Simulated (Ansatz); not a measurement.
Rb$_{2}$CuBiCl$_{6}$:
```
Rb2CuBiCl6
1.0
    0.00000     5.06025     5.06025
    5.06025     0.00000     5.06025
    5.06025     5.06025     0.00000
Rb Cu Bi Cl
2 1 1 6
Cartesian
  7.59038   7.59038   7.59038
  2.53013   2.53013   2.53013
  5.06025   5.06025   5.06025
  0.00000   0.00000   0.00000
  2.67287   5.06025   5.06025
  7.44764   5.06025   5.06025
  5.06025   2.67287   5.06025
  5.06025   7.44764   5.06025
  5.06025   5.06025   2.67287
  5.06025   5.06025   7.44764
```

Relaxed with LDA. Special points in fractions of this cell's reciprocal vectors: Γ (0.000, 0.000, 0.000); X (0.500, 0.000, 0.500); U (0.625, 0.250, 0.625); K (0.375, 0.375, 0.750); L (0.500, 0.500, 0.500); W (0.500, 0.250, 0.750).

**Question.** List the band energies nearest the valence-band maximum at these points for LDA (plane waves, PAW; program Ansatz).

**Answer.** In eV from the valence-band maximum; about four levels below and three above (degenerate sets whole), none deeper than 8.9 eV; points with the same levels are listed once.

```json
[
 {"k": "Γ", "below": "-1.61 -1.61 -1.61 -0.48 -0.48", "above": "1.53 1.53 1.53"},
 {"k": "X", "below": "-1.43 -1.43 -0.49 0.00", "above": "2.15 2.15 2.61"},
 {"k": "U", "below": "-1.46 -1.45 -0.85 -0.25", "above": "1.88 2.50 2.72"},
 {"k": "L", "below": "-1.54 -1.54 -1.14 -1.14", "above": "0.83 3.11 3.11"},
 {"k": "W", "below": "-1.53 -1.53 -1.43 -1.04 -0.10", "above": "2.27 2.40 2.40"}
]
```

Space group Fm-3m. The first step of the workflow began from a Materials Project structure, measured or hypothetical; the Crystallography Open Database copy checked does not list it. Whether it is the stable phase at ambient conditions was not checked. The LDA relaxation kept the symmetry of its start; phonons on a q-mesh show weakly imaginary modes. No spin polarisation was allowed. Spin–orbit coupling is left out wherever it is not named.

Potentials: the later of the program's two PAW sets.
